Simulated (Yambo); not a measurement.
NaI (rock salt, space group Fm-3m, No. 225), G0W0@PBEsol in Yambo with this input:

```
rim_cut
gw0
dyson
el_el_corr
HF_and_locXC
ppa
em1d
RandQpts= 1000000
RandGvec= 1 Ry
EXXRLvcs= 88 Ry
VXCRLvcs= 352 Ry
Chimod= "HARTREE"
% BndsRnXp
 3 | 180 |
%
NGsBlkXp= 7 Ry
% LongDrXp
 1.0 | 1.0 | 1.0 |
%
PPAPntXp= 27.2114 eV
% GbndRnge
 1 | 180 |
%
GTermKind= "BG"
DysSolver= "n"
ExtendOut
```

On a 4×4×4 mesh, with wavefunctions cut at 88 Ry, the gap (Γ → Γ) is 5.254 eV and the valence edge shifts by -1.381 eV.

Question: What happens with this change: 3 Ry block?

Answer: The gap falls by 0.195 eV, to 5.059 eV; the shift of the valence edge becomes -1.184 eV. Neither run is shown to be the converged limit.

Spin-orbit coupling is included.

Geometry relaxed with PBEsol; primitive cell a = b = c = 4.5260 Å, α = β = γ = 60.00°.

A shift is the quasiparticle energy of the state minus its PBEsol energy.
